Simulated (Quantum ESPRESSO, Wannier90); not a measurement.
# Wannierisation of Mo (bcc (W type))

```
begin unit_cell_cart
ang
   -1.5838100000    1.5838100000    1.5838100000
    1.5838100000   -1.5838100000    1.5838100000
    1.5838100000    1.5838100000   -1.5838100000
end unit_cell_cart
begin atoms_frac
Mo   0.0000000000  0.0000000000  0.0000000000
end atoms_frac
```

Cell from Materials Project (mp-129), symmetrised, no further relaxation. This is the element's usual structure. Level: PBEsol, spinors with spin-orbit coupling; pw.x of Quantum ESPRESSO at 64 Ry with PseudoDojo potentials, 10×10×10 k-points, Wannier90. Density: 18×18×18 mesh, cold smearing 0.01 Ry.

A tight-binding model is made by disentanglement and projection with no localisation steps (num_iter = 0), so the 18 orbitals stay atom-like: hydrogen-like Mo: s;p;d, axes along x, y, z; frozen window up to 3.00 eV relative to the Fermi level. It follows pw.x to 4.1 meV rms for states up to 1.0 eV relative to the Fermi level. Matrix elements depend on this choice of orbitals and windows.

What are the on-site energies relative to the Fermi level, and how fast do the hoppings decay?


```csv
atom,orbitals,energy (eV)
Mo1,s↑ s↓,8.26
Mo1,pz↑ pz↓ px↑ px↓ py↑ py↓,14.00
Mo1,dz2↑ dz2↓ dx2-y2↑ dx2-y2↓,0.02
Mo1,dxz↑ dxz↓ dyz↑ dyz↓ dxy↑ dxy↓,0.36
```

| distance of the centres (Å) | largest modulus (eV) |
|---|---|
| 2–3 | 1.3 |
| 3–4 | 2.8 |
| 4–5 | 0.13 |
| 5–6 | 0.37 |
| 6–7 | 0.13 |
| 7–8 | 0.033 |
| 8–9 | 0.033 |
| 9–10 | 0.031 |
| 10–11 | 0.0071 |
